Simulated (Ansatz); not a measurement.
TiC:
```cif
data_CTi
_chemical_formula_sum 'Ti1 C1'
_space_group_name_H-M_alt 'P 1'
_space_group_IT_number 1
_cell_length_a 3.03575
_cell_length_b 3.03575
_cell_length_c 3.03575
_cell_angle_alpha 60.000
_cell_angle_beta 60.000
_cell_angle_gamma 60.000
loop_
_space_group_symop_operation_xyz
  'x, y, z'
loop_
_atom_site_label
_atom_site_type_symbol
_atom_site_fract_x
_atom_site_fract_y
_atom_site_fract_z
_atom_site_occupancy
Ti1 Ti 0.50000 0.50000 0.50000 1
C1 C 0.00000 0.00000 0.00000 1
```

This is the PBEsol-relaxed structure.

**Question.** All from PBEsol in the plane-wave PAW code Ansatz, unless another level is named. Estimate the electronic character.

**Answer.** metallic (no gap).

**Question.** Predict the density of states at the Fermi level.

**Answer.** 0.13 states/eV per atom (mean over ±0.08 eV).

**Question.** And the formation energy from the elements (no fitted shifts)?

**Answer.** -0.91 eV/atom.

Space group Fm-3m (rock salt). Symmetry was held in the PBEsol relaxation; of distortions, only those at the zone centre were tested. No spin polarisation was allowed. The references are the lowest solids computed at this level, not always the standard phases.

Potentials: the later of the program's two PAW sets.
